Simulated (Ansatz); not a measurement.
Here is the system:

KMgF3:
```
KMgF3
1.0
    3.98071     0.00000     0.00000
    0.00000     3.98071     0.00000
    0.00000     0.00000     3.98071
K Mg F
1 1 3
Direct
  0.50000   0.50000   0.50000
  0.00000   0.00000   0.00000
  0.50000   0.00000   0.00000
  0.00000   0.50000   0.00000
  0.00000   0.00000   0.50000
```

This is the r²SCAN-relaxed structure.

Problem. All from plane-wave PAW r²SCAN (Ansatz code), unless another level is named. Predict the Young's modulus.

Solution. 127 GPa.

Problem. And the zero-point energy?

Solution. 49.4 meV/atom.

Space group Pm-3m (cubic perovskite). Symmetry was held in the r²SCAN relaxation; phonons on a q-mesh show no instability.

Potentials: the later of the program's two PAW sets.
